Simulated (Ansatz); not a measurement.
B2CO:
```cif
data_CB2O
_chemical_formula_sum 'B2 C1 O1'
_space_group_name_H-M_alt 'P 1'
_space_group_IT_number 1
_cell_length_a 2.64821
_cell_length_b 2.64821
_cell_length_c 3.66091
_cell_angle_alpha 90.000
_cell_angle_beta 90.000
_cell_angle_gamma 90.000
loop_
_space_group_symop_operation_xyz
  'x, y, z'
loop_
_atom_site_label
_atom_site_type_symbol
_atom_site_fract_x
_atom_site_fract_y
_atom_site_fract_z
_atom_site_occupancy
B1 B 0.00000 0.50000 0.22794 1
B2 B 0.50000 0.00000 0.77206 1
C1 C 0.00000 0.00000 0.00000 1
O1 O 0.50000 0.50000 0.50000 1
```

Relaxed with r²SCAN. r²SCAN (plane waves, PAW; program Ansatz) gives a gap of 2.19 eV.

Q: What gap does HSE06 give on the same cell (Ansatz, PAW)?

A: 2.86 eV, 0.68 eV more. The hybrid was solved on a coarser mesh and at special points; its gap is the smallest among all of these.

```
k  v1 r²SCAN  c1 r²SCAN  v1 HSE06  c1 HSE06
-  ---------  ---------  --------  --------
Γ       0.00       3.04       [?]       [?]
Z      -1.51       6.16       [?]       [?]
M      -2.91       2.19     -3.04      2.86
A      -4.80       6.34       [?]       [?]
R      -0.13       5.87     -0.17      6.76
X      -0.33       7.74       [?]       [?]
```

Q: Top valence (v1) and lowest conduction level (c1) in eV from each method's valence maximum (which need not be a listed point): supply the withheld HSE06 values.

A: 
- X, v1 HSE06: -0.38
- X, c1 HSE06: 8.66
- Γ, v1 HSE06: 0.00
- Γ, c1 HSE06: 3.78
- Z, v1 HSE06: -1.60
- Z, c1 HSE06: 6.95
- A, v1 HSE06: -5.07
- A, c1 HSE06: 7.18

Cost on shared cores: the r²SCAN run (SCF on a 10×10×8 mesh, then bands and DOS) roughly 60 core-seconds, the HSE06 run (SCF on 8×8×6, then a few points) roughly 3 core-minutes; the tasks are unlike.

Space group P-4m2. The start of the workflow was typed in or built on a structure type; neither database checked (COD, Materials Project) lists it. Whether it is the stable phase at ambient conditions was not checked. Symmetry was held in the r²SCAN relaxation; its stability against distortions is not shown here.

Potentials: the earlier of the program's two PAW sets.
